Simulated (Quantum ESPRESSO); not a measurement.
## BSi2O5F (convergence and cost over cutoff and k mesh)

Computed values, not a measurement. The program is pw.x of Quantum ESPRESSO 7.5 (plane-wave density functional theory). The cell is made up: 9 atoms on a quartz lattice, with randomly drawn elements, strain and displacements, not relaxed. PseudoDojo standard norm-conserving files (v0.5 for PBE, v0.4.1 for LDA and PBEsol) set the functional; there is no spin polarisation, spin-orbit coupling or dispersion term, and the masses in the input are unused placeholders.

Input of the run in row 4:

```
&control calculation='scf', pseudo_dir='./dojo.nc.sr.pbe.v0_5.standard.upf', outdir='./o', disk_io='medium', tprnfor=.true., tstress=.true. /
&system ibrav=0, nat=9, ntyp=4, nbnd=30, ecutwfc=84.00895049, nosym=.true., tot_charge=0,
 occupations='smearing', smearing='fd', degauss=0.0018374661
/
&electrons conv_thr=7.350e-09, electron_maxstep=60, /
ATOMIC_SPECIES
B 1.0 B.upf
F 1.0 F.upf
O 1.0 O.upf
Si 1.0 Si.upf
CELL_PARAMETERS angstrom
4.8436 -0.0044 0.0249
-2.4256 4.1899 -0.0201
0.0273 -0.0097 5.334
ATOMIC_POSITIONS angstrom
B 2.3487 0.0479 3.5292
Si -1.1371 1.9723 1.8373
Si 1.2205 2.1503 0.0027
O 1.2937 1.2279 4.2934
F 3.1927 0.3943 2.5164
O 2.6905 2.6924 0.5982
O 0.3709 1.8938 1.0689
O -1.0617 2.9246 2.9085
O 0.7506 3.3096 4.5226
K_POINTS automatic
5 5 4 1 1 1
```

The same cell was run at these settings. Meshes are shifted by half a step, and differences are from the last row, which is itself not exact.

| cutoff (eV) | k mesh | k points solved | threshold (eV) | free energy less the last row's (eV) | pressure (GPa) | largest stress difference (GPa) | largest force difference (eV/Å) | iterations | wall time (s) | k-point pools | processor |
| --- | --- | --- | --- | --- | --- | --- | --- | --- | --- | --- | --- |
| 800 | 2 x 2 x 2 | 4 | 1e-04 | 0.980 | 10.52 | 10.33 | 0.067 | 8 | 21 | 1 | AMD EPYC, Zen 5 class |
| 1143 | 1 x 1 x 1 | 1 | 1e-07 | -0.314 | 20.56 | 2.69 | 0.999 | 12 | 17 | 1 | AMD EPYC, Zen 5 class |
| 680 | 5 x 5 x 4 | 50 | 1e-07 | 4.239 | -10.13 | 31.06 | 0.123 | 11 | 134 | 1 | AMD EPYC, Zen 5 class |
| 1143 | 5 x 5 x 4 | 50 | 1e-07 | 0.002 | 20.76 | 0.02 | 0.002 | 12 | 262 | 1 | AMD EPYC, Zen 5 class |
| 1437 | 7 x 7 x 6 | 147 | 1e-07 | 0.000 | 20.78 | 0.00 | 0.000 | 12 | 1121 | 1 | AMD EPYC, Zen 5 class |

Each pool is one process. Wall times include start-up and a band step at six k points, which weighs most on the coarsest meshes. The runs were on shared virtual cores whose load varied, so times are rough.